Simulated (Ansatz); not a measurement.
## InGaP₂, first-principles data

InGaP2:
```yaml
crystal:
  lattice:
    - [2.00688, 1.15867, 6.58749]
    - [-2.00688, 1.15867, 6.58749]
    - [0.00000, -2.31734, 6.58749]
  atoms:
    - { symbol: In, position: [0.49940, 0.49940, 0.49940] }
    - { symbol: Ga, position: [0.99976, 0.99976, 0.99976] }
    - { symbol: P, position: [0.88070, 0.88070, 0.88070] }
    - { symbol: P, position: [0.37015, 0.37015, 0.37015] }
```

Space group R3m (No. 160); conventional cell a = 4.014 Å, b = 4.014 Å, c = 19.762 Å, α = 90.00°, β = 90.00°, γ = 120.00°.

Method: DFT-r²SCAN in the program Ansatz with PAW potentials. Geometry: relaxed at this level of theory. Other levels are named where they apply.

### Cell and energy

* **Volume per atom**: 22.98 Å³
* **Density**: 4.45 g/cm³
* **Formation energy from the elements (no fitted shifts)**: -0.41 eV/atom

### Electronic structure

* **Band gap**: 1.09 eV (direct)
* **Valence-band maximum**: at Γ
* **Conduction-band minimum**: at Γ
* **Electron effective mass**: 0.094, 0.094, 0.15 mₑ (principal values)
* **Electron effective mass with spin–orbit coupling**: 0.094, 0.094, 0.15 mₑ (principal values)
* **Hole effective mass, band 1 of 2 at the edge**: 0.59 along x, 1.0 along z (mₑ)
* **Hole effective mass, band 2 of 2 at the edge**: 0.082 along x, 1.0 along z (mₑ)
* **Hole effective mass with spin–orbit coupling**: 0.15, 0.15, 1.0 mₑ (principal values)
* **HSE06 gap on the r²SCAN cell**: 1.49 eV
* **Gap with spin–orbit coupling**: 1.05 eV

### Mechanics

- Bulk modulus (Birch–Murnaghan fit): 75.1 GPa
- Pressure derivative B′: 4.4
- Elastic constants (relaxed ions, GPa): C11 = 137, C12 = 45.2, C13 = 39.4, C14 = -12.1, C33 = 157, C44 = 38.1
- Mechanical stability: stable (all eigenvalues of C positive)
- Hill bulk and shear moduli: 75.4 and 42.8 GPa
- Young's modulus: 108 GPa
- Poisson's ratio: 0.26
- Debye temperature from the elastic constants: 361 K
- Piezoelectric stress constants (proper, relaxed ions, C/m²): e15 = e24 = -0.04, e16 = e21 = e33 = 0.09, e22 = -0.09

### Phonons

- Highest zone-centre frequency (without LO–TO term): 358 cm⁻¹
- Zone-centre stability: no imaginary mode at Γ

### Charges

Bader charges: In +0.95, Ga +0.92, P -0.96 to -0.91 e

The first step of the workflow began from a Materials Project structure, measured or hypothetical; the Crystallography Open Database copy checked does not list it. With In and Ga taken as one species the cell has the higher symmetry F-43m, so it may be an ordered model of a mixed-site phase. Whether it is the stable phase at ambient conditions was not checked. The r²SCAN relaxation kept the symmetry of its start. Signs of piezoelectric constants follow the polarity of the cell as given. The references are the lowest solids computed at this level, not always the standard phases. Scalar-relativistic: spin–orbit coupling is off unless named, which matters more the heavier the elements.

Potentials: the later of the program's two PAW sets.
